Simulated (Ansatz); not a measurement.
ZnGeO3:
```cif
data_Ge2O6Zn2
_chemical_formula_sum 'Zn2 Ge2 O6'
_space_group_name_H-M_alt 'P 1'
_space_group_IT_number 1
_cell_length_a 5.43521
_cell_length_b 5.43521
_cell_length_c 5.43521
_cell_angle_alpha 54.369
_cell_angle_beta 54.369
_cell_angle_gamma 54.369
loop_
_space_group_symop_operation_xyz
  'x, y, z'
loop_
_atom_site_label
_atom_site_type_symbol
_atom_site_fract_x
_atom_site_fract_y
_atom_site_fract_z
_atom_site_occupancy
Zn1 Zn 0.36745 0.36745 0.36745 1
Zn2 Zn 0.63255 0.63255 0.63255 1
Ge1 Ge 0.15634 0.15634 0.15634 1
Ge2 Ge 0.84366 0.84366 0.84366 1
O1 O 0.78527 0.04720 0.43874 1
O2 O 0.21473 0.95280 0.56126 1
O3 O 0.04720 0.43874 0.78527 1
O4 O 0.95280 0.56126 0.21473 1
O5 O 0.43874 0.78527 0.04720 1
O6 O 0.56126 0.21473 0.95280 1
```

Relaxed with r²SCAN.

Give the optical modes at the zone centre with their infrared and Raman activity from DFPT, plane-wave PAW r²SCAN (Ansatz code).

Transverse frequencies, without the LO–TO term; a row sums one degenerate level.

```csv
ω (cm⁻¹),degeneracy,IR ((D/Å)²/amu),Raman (Å⁴/amu),activity,symmetry
132,1,0.00,1.2,Raman,Ag
170,1,15.87,0,IR,Au
184,2,0.00,0.95,Raman,Eg
201,2,3.88,0,IR,Eu
215,1,0.00,0.78,Raman,Ag
301,2,0.00,6.1,Raman,Eg
346,2,40.07,0,IR,Eu
359,2,0.00,2.3,Raman,Eg
422,1,6.17,0,IR,Au
440,1,0.00,2.8,Raman,Ag
451,2,0.00,7.8,Raman,Eg
484,2,67.70,0,IR,Eu
534,1,26.09,0,IR,Au
570,2,1.84,0,IR,Eu
599,1,0.00,3.6,Raman,Ag
654,1,0.59,0,IR,Au
701,2,0.00,4.2,Raman,Eg
708,1,0.00,120,Raman,Ag
```

How high does the top mode go among those that the LO–TO term moves?

709 cm⁻¹ for q along x, 709 cm⁻¹ for q along y, 709 cm⁻¹ for q along z.

Space group R-3. The workflow started from a Materials Project entry (that database holds measured and hypothetical structures alike); the Crystallography Open Database copy checked does not list it. Its standing as an ambient phase is unchecked. The r²SCAN relaxation kept the symmetry of its start; its stability against distortions is not shown here.

Potentials: the later of the program's two PAW sets.
